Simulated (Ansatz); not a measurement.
**CaPb (P4/mmm): the size of the finite step**

```yaml
crystal:
  lattice:
    - [3.56724, 0.00000, 0.00000]
    - [0.00000, 3.56724, 0.00000]
    - [0.00000, 0.00000, 4.61835]
  atoms:
    - { symbol: Ca, position: [0.00000, 0.00000, 0.00000] }
    - { symbol: Pb, position: [0.50000, 0.50000, 0.50000] }
```

Computed, not measured; unless marked otherwise by r²SCAN, PAW on Ansatz 0.2.0's default frozen-core files (fitted under PBE), scalar-relativistic. k mesh 12×12×10, strains of ±0.003, Fermi-Dirac smearing of 0.080 eV, cutoff 500 eV. The cell was relaxed by PAW under this functional. The structure is one entry of a database and needn't be the stable phase.

(1) Elastic constants come from stresses at strains of ±0.003 (two-point stencil): C11 = 84.6, C12 = 6.0, C13 = 20.8, C33 = 90.7, C44 = 19.5, C66 = 16.7 GPa. What does an amplitude of 0.0002 give?

Results:

(1) C11 = 84.6, C12 = 6.0, C13 = 20.8, C33 = 90.7, C44 = 19.5, C66 = 16.7 GPa. Nothing moves by 1 %. Steps under 0.001 aren't safe in general, since the basis can change from cell to cell and the noise grows as 1/δ.

Limits of these numbers: frozen-core PAW files fitted under PBE, their cores solved anew for the functional of the run; responses of metals move with mesh and smearing; no spin-orbit coupling on heavy atoms; elastic stability says nothing of phonons or of other phases.
